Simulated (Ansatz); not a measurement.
What DFT gives for Ag₃As₂

```
As Ag
1.0
     0.00000    3.55416    0.00000
     6.34570   -1.77708    0.00000
     0.77193    0.00000   -8.71806
As Ag
4 6
Direct
  0.61290 0.22580 0.55960
  0.38710 0.77420 0.44040
  0.20100 0.40200 0.85920
  0.79900 0.59800 0.14080
  0.02890 0.05780 0.71160
  0.97110 0.94220 0.28840
  0.77800 0.55600 0.65940
  0.22200 0.44400 0.34060
  0.37470 0.74940 0.96370
  0.62530 0.25060 0.03630
```

Level: LDA, no spin polarisation; 420 eV; 7×7×3 Γ-centred mesh; fermi-dirac occupations (width 0.0434 eV); Ansatz 0.2.0, fixed geometry.

(1) What is the formation energy?

(2) What does the stress say?

(3) Is there a gap?

(4) Which atom feels the largest force, and which way?

Origin: a known structure type with other elements, at an estimated volume, so it need not be a known compound. Caveats: atoms or cell far from equilibrium.

## Answers

(1) 0.55 eV an atom against the elements' usual phases (free molecules for gases, crystals otherwise, with no correction for O₂ or N₂), so at this geometry it isn't bound against them. Relaxing would lower it.

(2) The pressure is 4.1 GPa (compression positive), so with the atoms held at these fractions the cell would first expand; the forces are large, so a full relaxation may end otherwise. The principal stresses 1.8, 3.7, 6.9 GPa differ, so its shape would change too.

(3) It is a metal, with about 4.6 states/eV a cell as the mean within 0.25 eV of the Fermi level, mostly As p (63 %) and Ag d (15 %).

(4) The largest is on Ag7 (and as large on other atoms): 2.28 eV/Å, components (2.26, 0.00, -0.32). It makes 166° with the line to a nearest neighbour, As1 at 2.34 Å, pointing away from it.
